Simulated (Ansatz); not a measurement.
Cd4Se3S (P-4m2)

These are results of Ansatz 0.2.0, DFT PBE, scalar-relativistic, plane waves, PAW, not measurements.

Settings: cutoff 420 eV, Γ-centred mesh 8×8×4 on the computed 8-atom cell, Gaussian smearing of 0.02 eV; no spin polarisation.

The structure is relaxed at this level of theory with its symmetry kept, and needn't be the ground state of this composition.

Space group P-4m2 (No. 115), tetragonal, a = 4.337 Å, c = 12.233 Å. Cd on its first site has 2 S at 2.59 Å and 2 Se at 2.67 Å; Cd on its second site has 4 Se at 2.68 Å; around Se on a site of symmetry 2mm lie 4 Cd at 2.67–2.68 Å; around Se on a site of symmetry -4m2 lie 4 Cd at 2.68 Å; S has 4 Cd at 2.59 Å.

| Quantity | Value |
| --- | --- |
| Volume per atom | 28.75 Å³ |
| Formation energy from the elements' standard states (uncorrected) | -0.635 eV/atom |
| Kohn–Sham band gap | 0.59 eV |
| Orbital (Löwdin) character of the top 1 eV of the valence band | Se 4p 77 %, S 3p 14 % |
| Orbital (Löwdin) character of the lowest 1 eV of the conduction band | Cd 5s 55 %, Se 4p 21 %, Se 4s 11 % |
| Bader charge by site (e) | Cd (2 in the cell) 0.79, Cd (2 in the cell) 0.72, Se (2 in the cell) -0.72, Se (1 in the cell) -0.72, S (1 in the cell) -0.85 |

The cell was found from a structure generator's guess, not taken from experiment. Kohn–Sham gaps at this level usually fall short of measured ones. Löwdin shares on free-atom orbitals overweight diffuse shells in the empty bands.
